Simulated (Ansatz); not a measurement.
This log comes from Ansatz, run on SnSe₂, CdI2 type. The cell was relaxed with r2SCAN+rVV10 and then strained (epitaxial -2.0 % in the xy plane, free normal strain +1.81 %), with the atoms relaxed again with r2SCAN+rVV10; k points keep the names of the unstrained zone.

The cell given to it:
```xyz
3
Lattice="3.7486 0.0000 0.0000 -1.8743 3.2464 0.0000 0.0000 0.0000 6.3398" Properties=species:S:1:pos:R:3 pbc="T T T"
Sn    0.0000    0.0000    0.0000
Se    0.0000    2.1643    1.6011
Se    1.8743    1.0821    4.7387
```

Main lines of the log:
```
scf.n_extra_bands = 4 over 23 filled bands (N_el = 46.0): the run solves 27 bands
Functional definition: HSE06
Crystal: 3 atoms, lattice volume = 77.154 Å³
Basis set: ecut = 420 eV, 1533 PW (Γ)
Bands: 27, of which v1, the nominal top of the filled ones, is band 23 counted from 1 (22 counted from 0)
Symmetry: 12 space group operations
Space group: P-3m1 (ITA 164)
k-points: 24 of 144
[warm-up without exact exchange]
SCF 1 stopped early in 4 iterations: F = -16963.279444 eV  dr2 = 2.99e-5
[exact exchange on]
Exchange kernel: α = 0.2500, screened, ω = 0.2079 Å⁻¹, Wigner–Seitz truncation, v(0) = 1046.5336 eV·Å³, q-mesh 6×6×4
preconditioner: auto → none  [insulator: Δε(μ)=1.237 eV  ℏωp=16.9 eV]
SCF 2 stopped early in 7 iterations: F = -16970.454063 eV  dr2 = 1.92e-6
hybrid outer 1: dexx = +1.356e-2 eV, tail = 1.54e-4 eV
SCF 3 converged in 5 iterations: F = -16970.454246 eV  dr2 = 2.71e-10
hybrid outer 2: dexx = +1.059e-6 eV, tail = 4.63e-8 eV, Δε = 2.50e-3 eV, ΔF = 9.63e-3 eV/Å
SCF 4 converged in 2 iterations: F = -16970.454247 eV  dr2 = 1.69e-10
hybrid outer 3: dexx = +6.128e-10 eV, tail = 6.33e-10 eV, Δε = 4.57e-5 eV, ΔF = 1.79e-4 eV/Å
Free energy (F): -16970.454247 eV
Fermi energy:    7.660723 eV
--- Forces (eV/Å), atoms counted from 1 ---
  atom   1  Sn      0.00000      0.00000      0.00000
  atom   2  Se      0.00000      0.00000    -0.22110
  atom   3  Se      0.00000      0.00000      0.22110
--- Stress (GPa, compression-positive) ---
        2.980247       0.000000       0.000000
        0.000000       2.980247       0.000000
        0.000000       0.000000       0.011151
  P = ⅓ Tr σ = 1.9905 GPa (19.905 kbar)
--- Band table (eV; the first three rows and the last of 24) ---
  k-point 0: bands = […, 0.7815, 7.1215, 7.1215, 7.1711, 7.4621, 7.4621, 9.6535, 11.7435, 13.3722, 13.3722]
  k-point 1: bands = […, 1.2280, 6.0495, 7.0650, 7.0650, 7.5436, 7.5436, 10.5199, 11.7390, 13.2452, 13.2452]
  k-point 2: bands = […, 1.8075, 5.0612, 7.0232, 7.0232, 7.6108, 7.6108, 11.1734, 11.6710, 13.1248, 13.1248]
  k-point 23: bands = […, -0.2174, 3.0530, 3.0530, 3.5238, 6.9784, 6.9784, 10.6897, 12.8697, 12.8697, 14.6032]
```

The file bands.tsv (bands near the Fermi energy, numbered from 0, rounded):
```tsv
# k_distance	band_18	band_19	band_20	band_21	band_22	band_23	band_24	band_25	band_26
# fermi_ev = 7.660723
# [0, 0, 0] at k_distance = 0.000000
# [0.5, 0, 0] at k_distance = 0.967709
# [0.3333333333, 0.3333333333, 0] at k_distance = 1.526416
# [0, 0, 0.5] at k_distance = 2.748777
# [0.5, 0, 0.5] at k_distance = 3.716486
# [0.3333333333, 0.3333333333, 0.5] at k_distance = 4.275193
# [0, 0.130208, -0.161458] at k_distance = 5.395070
# [0, 0.46875, 0.369792] at k_distance = 6.235617
# levels_relative_to = fermi_ev
0.000	-0.539	-0.539	-0.490	-0.199	-0.199	1.993	4.083	5.711	5.711
0.968	-5.030	-3.386	-2.684	-1.476	-0.330	1.759	4.599	6.047	6.311
1.526	-4.091	-4.091	-3.787	-1.824	-1.824	1.868	7.160	7.160	8.373
2.749	-2.599	-0.638	-0.638	-0.050	-0.050	3.513	4.010	5.464	5.464
3.716	-5.465	-2.512	-2.437	-1.033	-0.704	1.254	4.822	5.482	6.361
4.275	-4.608	-4.608	-4.137	-0.682	-0.682	3.029	5.209	5.209	6.942
5.395	-2.195	-1.446	-1.186	-0.431	0.043	3.254	4.639	5.647	5.907
6.236	-5.340	-2.587	-2.528	-1.097	-0.642	1.211	5.001	5.706	6.449
```
In order the rows are Γ, M, K, A, L, H, (0, 0.130, -0.161), (0, 0.469, 0.370).

**Question.** Which of these blocks stood in the input: relax, gw, phonons, dielectric, magnetization (spin_orbit)?

**Answer.** None of them. A single point prints forces and stress when the output block asks for them.

**Question.** Which k mesh was typed?

**Answer.** 6×6×4, Γ-centred.

**Question.** How were the bands filled?

**Answer.** Fixed occupations.

Run as `ansatz run input.yaml --threads 2 --pin off --max-ram 2211MiB --backend cpu --events-out ev --progress --plain --runs-dir out`. It took 64 s on 2 threads of AMD EPYC 9R45 96-Core Processor (Zen 5), with other jobs on the host; peak host memory 1.7 GiB.

Calculated for a static, non-magnetic cell.

No spin-orbit coupling is included; it can move band edges with weight on the heavy atoms by tenths of an eV.

The stress of a hybrid is loosely converged in these runs.
